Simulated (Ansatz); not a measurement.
Crystals of one structure type (hcp (Mg type)), relaxed and computed with PBE in the plane-wave PAW code Ansatz.

```
crystal  a (Å)  V (Å³/atom)  spin order and moments (μB)  B₀ by P(V) fit (GPa)
-------  -----  -----------  ---------------------------  --------------------
Be       2.262         7.91           not spin-polarised                   123
Mg       3.210        22.93           not spin-polarised                  35.9
Sc       3.319        24.64             moments vanished                  54.1
Ti       2.939        17.39           not spin-polarised                   112
Y        3.658        32.91             moments vanished                  40.8
Zr       3.232        23.39           not spin-polarised                  93.1
Ru       2.721        13.77           not spin-polarised                   312
Hf         [?]          [?]           not spin-polarised                   [?]
```

Task: What belongs in the gaps?

Result: 
- Hf, a (Å): 3.205
- Hf, V (Å³/atom): 22.53
- Hf, B₀ by P(V) fit (GPa): 107

Began spin-polarised and lost the moments: Sc, hcp (Mg type); Y, hcp (Mg type). All cells were relaxed under the symmetry of their starts (and spin orders); stability against distortions was not tested throughout. Rows with no word on spin ran without spin polarisation. Scalar-relativistic: spin–orbit coupling is off unless named, which matters more the heavier the elements.

Potentials: the earlier of the program's two PAW sets.
